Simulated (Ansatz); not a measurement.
Consider the following.

Relaxed SiO$_{2}$ (rutile):

```xyz
6
Lattice="4.1852 0.0000 0.0000 0.0000 4.1852 0.0000 0.0000 0.0000 2.6688" Properties=species:S:1:pos:R:3 pbc="T T T"
Si     2.0926     2.0926     1.3344
Si     0.0000     0.0000     0.0000
O      3.3737     3.3737     1.3344
O      1.2811     2.9041     0.0000
O      2.9041     1.2811     0.0000
O      0.8115     0.8115     1.3344
```

In this cell atom 3 (O, nearest neighbour Si at 1.760 Å; its periodic images, 2.7 Å or more away, move with it) is moved by s along Cartesian z, unit vector (0.000, 0.000, 1.000); all other atoms and the cell stay fixed.

The numbers are results of r2SCAN (plane waves to 500 eV, PAW, scalar-relativistic; Ansatz, an electronic-structure program), not measurements. k mesh 7×7×10 (Γ-centred), Fermi-Dirac smearing 0.05 eV. Energies are smeared free energies. SiO2 was relaxed with its symmetry unable to fall. ΔE is measured from the undisplaced structure.

The scan covers s from -0.180 to 0.180 Å in 11 points.

Is this a single well or a double well?

A single well with its minimum at or next to zero displacement.

Is the energy the same for equal positive and negative displacements?

Even: the same for both signs. With its periodic images moving along, the atom's site symmetry in this cell is mm2.

What is the force constant k = d²E/ds² of this move at s = 0?

20.4 eV/Å².

(A displaced cell: forces are minus the slopes of the energy, force constants its curvatures, and phonons follow from these.)
